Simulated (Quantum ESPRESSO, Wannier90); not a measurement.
## PbSe (Cmcm): Wannier90 run

```yaml
crystal:
  lattice:
    - [4.30975, 0.00000, 0.00000]
    - [0.00000, 0.00000, -4.45049]
    - [-2.15488, 6.13394, 0.00000]
  atoms:
    - { symbol: Pb, position: [0.36824, 0.25000, 0.73648] }
    - { symbol: Pb, position: [0.63176, 0.75000, 0.26352] }
    - { symbol: Se, position: [0.13871, 0.25000, 0.27742] }
    - { symbol: Se, position: [0.86129, 0.75000, 0.72258] }
```

Cell from Materials Project (mp-1063670), symmetrised, no further relaxation. Not found in the COD (Crystallography Open Database) copy used, which has the formula in other groups; not checked further. Method: PBEsol plane waves in Quantum ESPRESSO 7.5 (PseudoDojo norm-conserving files, 69 Ry, no spin polarisation, no spin-orbit coupling), Bloch states on a 6×6×6 mesh through Γ, Wannier90 4.0.1. Density: 8×8×8 mesh, Gaussian smearing 0.01 Ry. Spin-orbit coupling is left out although heavy elements are present.

Base run: 16 functions from bands 21-46 of the 46 computed, start hydrogen-like Pb: s;p; Se: s;p, centres 0.05 Å off the atoms, frozen window up to 2.29 eV relative to the valence-band maximum, outer window open. One setting was then changed (edges relative to the valence-band maximum; misfit to pw.x on a path, for states up to 1.8 eV relative to the valence-band maximum).

```
run      Ω_I (Å²)  rms misfit (meV)  worst (meV)
-------  --------  ----------------  -----------
base        24.18               3.4           33
changed     23.45                27          205
```

Q: Which change was made?
A) only the lowest 18 of the kept bands
B) frozen window to 0.29 eV
C) frozen window to 1.29 eV
D) outer window to 7.98 eV
E) outer window to 6.28 eV

A: C, frozen window to 1.29 eV. The others give:

| run | Ω_I (Å²) | rms misfit (meV) | worst (meV) |
|---|---|---|---|
| frozen window to 0.29 eV | 23.27 | 46 | 321 |
| outer window to 7.98 eV | 27.93 | 2.2 | 22 |
| outer window to 6.28 eV | 33.99 | 5.0 | 50 |
| only the lowest 18 of the kept bands | 28.27 | 2.5 | 32 |
